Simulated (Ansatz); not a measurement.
ZrCl₄:
```xyz
10
Lattice="6.3650 0.0000 0.0000 0.0000 7.4777 0.0000 -2.0313 0.0000 5.9403" Properties=species:S:1:pos:R:3 pbc="T T T"
Zr    -1.5234     6.2094     4.4553
Zr    -0.5078     1.2683     1.4851
Cl     4.6988     2.7399     0.1132
Cl    -0.3651     4.7379     5.8271
Cl     0.6505     2.7399     2.8569
Cl     3.6832     4.7379     3.0834
Cl     0.4299     6.6838     2.9661
Cl     3.9038     0.7939     2.9742
Cl     4.9195     6.6838     0.0040
Cl    -0.5858     0.7939     5.9363
```

Relaxed with r²SCAN+D4.

Q: Map the electron localisation function on the plane through (0.000, 0.830, 0.750) spanned by u = [0, 1, 0] and v = [1, 0, -1] in lattice vectors, from DFT-r²SCAN+D4 in the program Ansatz with PAW potentials.

A: x is the fraction of u, y of v (the angle between them is 90°; rows are the nearest grid lines); atoms in the plane: Zr at (0.00, 0.00), Cl at (0.54, 0.74), Cl at (0.54, 0.26).
```
y \ x   0.000  0.0811  0.189  0.270  0.351  0.459  0.541  0.649  0.730  0.811  0.919   1.00
------  -----  ------  -----  -----  -----  -----  -----  -----  -----  -----  -----  -----
1.00    0.027   0.821  0.044  0.048  0.023  0.005  0.001  0.011  0.045  0.057  0.818  0.027
0.925   0.764   0.315  0.036  0.030  0.016  0.013  0.036  0.007  0.028  0.042  0.406  0.764
0.850   0.788   0.843  0.574  0.048  0.062  0.698  0.790  0.503  0.019  0.015  0.385  0.788
0.775   0.790   0.336  0.844  0.140  0.417  0.848  0.688  0.879  0.403  0.013  0.810  0.790
0.700   0.899   0.866  0.774  0.067  0.469  0.851  0.702  0.878  0.442  0.007  0.764  0.899
0.625   0.463   0.516  0.067  0.012  0.068  0.697  0.794  0.525  0.020  0.004  0.043  0.463
0.550   0.003   0.003  0.007  0.010  0.008  0.013  0.040  0.005  0.006  0.009  0.006  0.003
0.450   0.003   0.003  0.007  0.010  0.008  0.013  0.040  0.005  0.006  0.009  0.006  0.003
0.375   0.463   0.516  0.067  0.012  0.068  0.697  0.794  0.525  0.020  0.004  0.043  0.463
0.300   0.899   0.866  0.774  0.067  0.469  0.851  0.702  0.878  0.442  0.007  0.764  0.899
0.225   0.790   0.336  0.844  0.140  0.417  0.848  0.688  0.879  0.403  0.013  0.810  0.790
0.150   0.788   0.843  0.574  0.048  0.062  0.698  0.790  0.503  0.019  0.015  0.385  0.788
0.0750  0.764   0.315  0.036  0.030  0.016  0.013  0.036  0.007  0.028  0.042  0.406  0.764
0.000   0.027   0.821  0.044  0.048  0.023  0.005  0.001  0.011  0.045  0.057  0.818  0.027
```

The density is the valence pseudo-density with augmentation charge, so density and ELF within about 1 Å of a nucleus are not all-electron values.

Space group P2/c. The workflow started from a Materials Project entry (that database holds measured and hypothetical structures alike); the Crystallography Open Database files this formula in space group No. 13, but the cells were not matched. Whether it is the stable phase at ambient conditions was not checked. The r²SCAN+D4 relaxation kept the symmetry of its start; whether a distortion lowers the energy is not shown. No spin polarisation was allowed.

Potentials: the later of the program's two PAW sets.
